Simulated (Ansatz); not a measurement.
Input:

TaO₂:
Space group P4₂/mnm (No. 136); a = b = 4.9599 Å, c = 2.8569 Å, α = β = γ = 90.00°

```csv
atom,site,symmetry,x,y,z
Ta,2b,m.mm,0.0000,0.0000,0.5000
O,4f,m.2m,0.2147,0.2147,0.0000
```

This is the r²SCAN-relaxed structure.

Question: All from r²SCAN (plane waves, PAW; program Ansatz), unless another level is named. Give the electronic character.

Answer: metallic (no gap).

Question: Give the formation energy from the elements (no fitted shifts).

Answer: -2.78 eV/atom.

Question: What about the density of states at the Fermi level?

Answer: 0.39 states/eV per atom (mean over ±0.08 eV).

Question: Predict the gap with spin–orbit coupling.

Answer: none (metallic).

Space group P4_2/mnm (rutile). The first step of the workflow began from a Materials Project structure, measured or hypothetical; the Crystallography Open Database copy checked does not list it. Its standing as an ambient phase is unchecked. Symmetry was held in the r²SCAN relaxation; of distortions, only those at the zone centre were tested. The run is not spin-polarised. The references are the lowest solids computed at this level, not always the standard phases (solids in place of the gases). Scalar-relativistic: spin–orbit coupling is off unless named, which matters more the heavier the elements.

Potentials: the later of the program's two PAW sets.
